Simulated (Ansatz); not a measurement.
Sb:
```
Sb
1.0
    2.16099     1.24765     3.68793
   -2.16099     1.24765     3.68793
    0.00000    -2.49530     3.68793
Sb
2
Cartesian
  0.00000   0.00000   2.92444
  0.00000   0.00000   8.13936
```

Relaxed with PBEsol. Special points in fractions of this cell's reciprocal vectors: Γ (0.000, 0.000, 0.000); T (0.500, 0.500, 0.500); H2 (0.757, 0.243, 0.500); H0 (0.500, -0.243, 0.243); L (0.500, 0.000, 0.000); S0 (0.371, -0.371, 0.000); S2 (0.629, 0.000, 0.371); F (0.500, 0.000, 0.500).

Q: List the band energies nearest the Fermi level at these points for PBEsol in the plane-wave PAW code Ansatz.

A: In eV from the Fermi level; about four levels below and three above (degenerate sets whole), none deeper than 8.9 eV; points with the same levels are listed once.

```csv
k,below,above
Γ,-4.70 -1.92 -1.76 -1.76,2.36 2.86 2.86
T,-1.21 -1.21 -0.43,0.01 0.01 0.97
H2,-4.98 -4.89 -0.53,0.65 4.70 4.74
L,-1.72 -1.56 -0.27 -0.15,0.25 0.35 7.87
S0,-5.32 -3.15 -2.87,2.91 3.40 4.07
F,-7.86 -5.53 -3.72 -3.67,1.61 5.09 5.51
```

Space group R-3m (A7 (α-As type)). The PBEsol relaxation kept the symmetry of its start. The Fermi level of a semimetal is unsure by some 0.05 eV on such meshes. Spin–orbit coupling is left out wherever it is not named.

Potentials: the earlier of the program's two PAW sets. The files were generated under PBE; for other functionals the program regenerates the frozen cores, and for LDA and PBEsol the local potential too.
